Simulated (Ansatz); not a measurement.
Mg₃ZnS₄: rattling a relaxed structure

The cell was found from a structure generator's guess, not taken from experiment.

Method: DFT PBE, scalar-relativistic, plane waves, PAW in Ansatz 0.2.0. Plane waves to 420 eV, a k mesh through Γ of 6×6×8 on the computed 8-atom cell and Gaussian smearing (0.02 eV); no spin polarisation.

The cell below (8 atoms, space group Cmmm (No. 65)) is relaxed within its symmetry.

```
CELL_PARAMETERS angstrom
3.67225 -5.21346 0.00000
3.67225 5.21346 0.00000
0.00000 0.00000 3.67608
ATOMIC_POSITIONS crystal
Mg 0.00000 0.50000 0.50000
Mg 0.50000 0.00000 0.50000
Mg 0.50000 0.50000 0.00000
Zn 0.00000 0.00000 0.00000
S 0.75008 0.24992 0.00000
S 0.75624 0.75624 0.50000
S 0.24376 0.24376 0.50000
S 0.24992 0.75008 0.00000
```

For the test it was strained at random (σ = 1.5 % a component), the atoms were moved at random (σ = 0.15 Å), and all was relaxed again on a coarse 4×2×2 mesh (in the run’s order of axes) with 0.10 eV smearing, with no symmetry imposed.

Question: Is the structure stable against such a distortion?

Answer: It returns, within 1 meV/atom of the unmoved cell on that mesh and with the same symmetry when read at 0.1 Å (Cm at 0.01 Å, so small strains and shifts remain). So it is stable against the distortions that fit this cell and that this random move excites. Modes that don't fit the cell aren't tested.
